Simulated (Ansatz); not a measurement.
YAs:
```
CELL_PARAMETERS angstrom
      0.00000     2.87391     2.87391
      2.87391     0.00000     2.87391
      2.87391     2.87391     0.00000
ATOMIC_POSITIONS crystal
  Y  0.50000 0.50000 0.50000
  As 0.00000 0.00000 0.00000
```

Relaxed with PBEsol. Special points in fractions of this cell's reciprocal vectors: Γ (0.000, 0.000, 0.000); X (0.500, 0.000, 0.500); U (0.625, 0.250, 0.625); K (0.375, 0.375, 0.750); L (0.500, 0.500, 0.500); W (0.500, 0.250, 0.750).

Task: List the band energies nearest the Fermi level at these points for DFT-PBEsol in the program Ansatz with PAW potentials.

Result: In eV from the Fermi level; about four levels below and three above (degenerate sets whole), none deeper than 8.9 eV; points with the same levels are listed once.

```csv
k,below,above
Γ,–,0.51 0.51 0.51
X,-2.84 -0.73 -0.73 -0.57,3.24 4.32 4.58 4.58
U,-2.79 -2.68 -1.48,1.29 4.02 4.45
L,-4.46 -2.09 -2.09,3.71 3.77 3.77
W,-2.46 -2.46 -2.39,2.78 2.78 3.89
```

Space group Fm-3m (rock salt). The workflow started from an entry of the Crystallography Open Database (COD). Whether it is the stable phase at ambient conditions was not checked. The cell was relaxed with PBEsol under the symmetry of its start; its stability against distortions is not shown here. No spin polarisation was allowed. Spin–orbit coupling is left out wherever it is not named.

Potentials: the later of the program's two PAW sets.
